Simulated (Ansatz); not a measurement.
**Question.** Name crystals whose computed values (PBEsol (plane waves, PAW; program Ansatz)) fall in these windows: B₀ by P(V) fit (GPa) 350 to 430; Θ_D (K) 340 to 490.

**Answer.** 

```
crystal                                 B₀ by P(V) fit (GPa)  Θ_D (K)
--------------------------------------  --------------------  -------
Re, dhcp (α-La type)                                     391      416
W2C, P-31m (W on 6k, C on 1a, C on 2d)                   356      464
TaN, rock salt                                           356      451
```
Others may fit too.

Not the usual ambient phase: Re, dhcp (α-La type). Standing as an ambient phase not checked: W2C, P-31m (W on 6k, C on 1a, C on 2d). All cells were relaxed under the symmetry of their starts (and spin orders); stability against distortions was not tested throughout. Rows with no word on spin ran without spin polarisation. Spin–orbit coupling is left out wherever it is not named.

Potentials: the later of the program's two PAW sets.
